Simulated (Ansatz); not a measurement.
# An elastic constant from a strain scan in Rh

Theory: DFT r2SCAN, scalar-relativistic, plane waves, PAW in Ansatz. Settings: plane waves to 500 eV, k-mesh 22×22×22 (Γ-centred), Gaussian smearing 0.15 eV. No spin polarisation. Energies are free energies at this smearing, counted from the undisturbed cell; pressure is positive in compression.

The starting cell (as given, not relaxed at this level; it stands at -0.6 GPa):

```
Rh
1.0
     0.00000    1.90155    1.90155
     1.90155    0.00000    1.90155
     1.90155    1.90155    0.00000
Rh
1
Direct
  0.00000 0.00000 0.00000
```

The cell is strained by ε times the Voigt pattern (0, 1, 0, 0, 0, 0) (xx, yy, zz, yz, xz, xy; engineering shear) with fractional coordinates fixed. The cell holds 1 atom in V0 = 13.75 Å³. The stress column is τ = (1/V0) dE/dε, got from the stress tensor σ (compression positive) at each point as −det(1 + εP) σ : P(1 + εP)⁻¹, with P the pattern as a tensor.

```
      ε  ΔE (meV/atom)  τ (GPa)
-0.0200          6.820   -8.775
-0.0150          3.586   -6.311
-0.0100          1.392   -3.923
-0.0050          0.207   -1.609
 0.0000          0.000    0.631
 0.0050          0.739    2.800
 0.0100          2.393    4.897
 0.0150          4.933    6.926
 0.0175          6.525    7.915
 0.0200              ?        ?
```

Q: Which combination of elastic constants does this scan measure, and how large is it?

A: For small ε, τ = τ0 + Kε with K = pᵀCp, which for this pattern is C11 in the cubic axes. The parabola through τ at ε = -0.0050, 0 and 0.0050 has slope K = 441 GPa at zero. The energies per cell, E = NΔE, of the same two points give K = 2[E(ε₊)/ε₊ − E(ε₋)/ε₋]/[(ε₊ − ε₋)V0] = 441 GPa, in agreement.

Q: Predict the withheld row at ε = 0.0200 from the harmonic law, and compare.

A: ΔE = V0(τ0 ε + Kε²/2)/N = 8.652 meV/atom and τ = 9.45 GPa. The calculation gives 8.328 meV/atom and 8.89 GPa, a miss of 3.7 % of the harmonic energy, so the harmonic law still holds on this side, though at ε = -0.0200 the energy lies 5 % above it.

In a metal these slopes depend on the k mesh and the smearing.